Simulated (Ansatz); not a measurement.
**Mn3Sb (Pm-3m): electronic heat capacity from the density of states**

Theory: Ansatz 0.2.0, DFT PBEsol, scalar-relativistic, plane waves, PAW.

Settings: cutoff 420 eV, Γ-centred mesh 12×12×12 on the computed 4-atom cell, Gaussian smearing of 0.10 eV; collinear spin from starting moments 2.16 2.16 2.16 0 μB.

Relaxed cell: Pm-3m, a = 3.757 Å, b = 3.757 Å, c = 3.757 Å, α = 90.00°, β = 90.00°, γ = 90.00°, 4 atoms in the primitive cell. Whether it is the stable form of this composition wasn't checked.

The density of states at the Fermi level is 1.155 states/eV in the cell of 4 atoms (1 formula unit; both spins, tetrahedra on a 18×18×18 mesh). The run ends with a moment of 5.98 μB a cell (largest on a site 1.96 μB), and the figure is for this state; a paramagnetic sample can have a quite different one. Another magnetic order, if the compound takes it, can change N(E_F) and the shape of the cell a good deal, and may open a gap, where γ is close to zero.

Problem. What Sommerfeld coefficient does this give?

Solution. Per formula unit N(E_F) = 1.155 states/eV. γ = (π²/3) k_B² N(E_F) N_A = 2.357 mJ/(mol K²) per state/eV, so γ = 2.7 mJ/(mol K²), a mole of formula units. This is the bare band result: a measured γ of the same phase and magnetic order is as a rule larger by a factor 1 + λ from phonons and spin fluctuations. N(E_F) at one energy is sensitive to the mesh where the density of states has sharp peaks.

Spin-orbit coupling is left out, which matters for the bands of heavy elements. Only parallel moments were tried here.

Only this magnetic start was tried.

Cost: 1 run of about 1.3 core-minutes, on Arm Neoverse V2 (shared hosts).